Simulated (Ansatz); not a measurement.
TiAl (L1₀ or tetragonal B2, P4/mmm), a = 2.795 Å, b = 2.795 Å, c = 4.039 Å, α = 90.00°, β = 90.00°, γ = 90.00°.

Relaxed with PBEsol.

Question: Which orbitals make up the states near the Fermi level in DFT-PBEsol in the program Ansatz with PAW potentials?

Answer: Within 0.5 eV of the Fermi level: Ti 3d 80 %, Al 3p 13 %. Projections are on Löwdin-orthogonalised atomic valence shells; empty p or d shells of many metals are not among them.

Question: Tabulate the density of states.

Answer: States/eV per cell of 2 atoms, in 0.25 eV bins, energy from the Fermi level.

| E (eV) | total | Ti 3d | Al 3p | Al 3s |
|---|---|---|---|---|
| -7.85 | 0.29 | 0.01 | 0.07 | 0.13 |
| -7.60 | 0.36 | 0.01 | 0.09 | 0.17 |
| -7.35 | 0.37 | 0.02 | 0.11 | 0.17 |
| -7.10 | 0.38 | 0.02 | 0.13 | 0.16 |
| -6.85 | 0.38 | 0.03 | 0.14 | 0.15 |
| -6.60 | 0.39 | 0.03 | 0.15 | 0.15 |
| -6.35 | 0.39 | 0.04 | 0.15 | 0.15 |
| -6.10 | 0.40 | 0.05 | 0.16 | 0.15 |
| -5.85 | 0.41 | 0.06 | 0.16 | 0.15 |
| -5.60 | 0.42 | 0.07 | 0.16 | 0.15 |
| -5.35 | 0.45 | 0.08 | 0.16 | 0.16 |
| -5.10 | 0.54 | 0.12 | 0.18 | 0.20 |
| -4.85 | 0.59 | 0.13 | 0.18 | 0.21 |
| -4.60 | 0.51 | 0.11 | 0.18 | 0.16 |
| -4.35 | 0.47 | 0.10 | 0.18 | 0.13 |
| -4.10 | 0.49 | 0.11 | 0.20 | 0.11 |
| -3.85 | 0.53 | 0.13 | 0.23 | 0.10 |
| -3.60 | 0.60 | 0.16 | 0.26 | 0.10 |
| -3.35 | 0.69 | 0.21 | 0.30 | 0.10 |
| -3.10 | 0.72 | 0.20 | 0.35 | 0.08 |
| -2.85 | 0.85 | 0.23 | 0.45 | 0.07 |
| -2.60 | 1.01 | 0.31 | 0.51 | 0.07 |
| -2.35 | 1.41 | 0.60 | 0.63 | 0.06 |
| -2.10 | 1.37 | 0.67 | 0.56 | 0.05 |
| -1.85 | 1.51 | 0.73 | 0.63 | 0.05 |
| -1.60 | 2.42 | 1.19 | 1.03 | 0.07 |
| -1.35 | 1.45 | 0.78 | 0.54 | 0.04 |
| -1.10 | 0.91 | 0.54 | 0.30 | 0.03 |
| -0.85 | 1.14 | 0.79 | 0.28 | 0.03 |
| -0.60 | 1.75 | 1.38 | 0.28 | 0.02 |
| -0.35 | 2.14 | 1.70 | 0.31 | 0.01 |
| -0.10 | 2.10 | 1.67 | 0.29 | 0.01 |
| 0.15 | 1.54 | 1.24 | 0.18 | 0.01 |
| 0.40 | 1.34 | 1.08 | 0.13 | 0.01 |
| 0.65 | 1.14 | 0.92 | 0.09 | 0.01 |
| 0.90 | 1.46 | 1.21 | 0.12 | 0.01 |
| 1.15 | 1.89 | 1.57 | 0.16 | 0.01 |
| 1.40 | 2.27 | 1.90 | 0.17 | 0.02 |
| 1.65 | 2.29 | 1.93 | 0.19 | 0.03 |
| 1.90 | 3.31 | 2.88 | 0.24 | 0.03 |
| 2.15 | 3.08 | 2.68 | 0.23 | 0.03 |
| 2.40 | 2.35 | 1.98 | 0.18 | 0.06 |
| 2.65 | 1.41 | 1.10 | 0.15 | 0.05 |
| 2.90 | 1.04 | 0.78 | 0.13 | 0.03 |
| 3.15 | 1.05 | 0.75 | 0.15 | 0.05 |
| 3.40 | 0.80 | 0.50 | 0.15 | 0.06 |
| 3.65 | 1.07 | 0.54 | 0.28 | 0.12 |
| 3.90 | 1.50 | 0.83 | 0.36 | 0.18 |
| 4.15 | 1.93 | 1.07 | 0.33 | 0.39 |
| 4.40 | 1.62 | 0.73 | 0.33 | 0.39 |
| 4.65 | 1.02 | 0.36 | 0.28 | 0.23 |

The PBEsol relaxation kept the symmetry of its start. The run is not spin-polarised. Axis ratios of metals converge slowly with the k-mesh, so a and c are less sure than the volume.

Potentials: the earlier of the program's two PAW sets. The files were generated under PBE; for other functionals the program regenerates the frozen cores, and for LDA and PBEsol the local potential too.
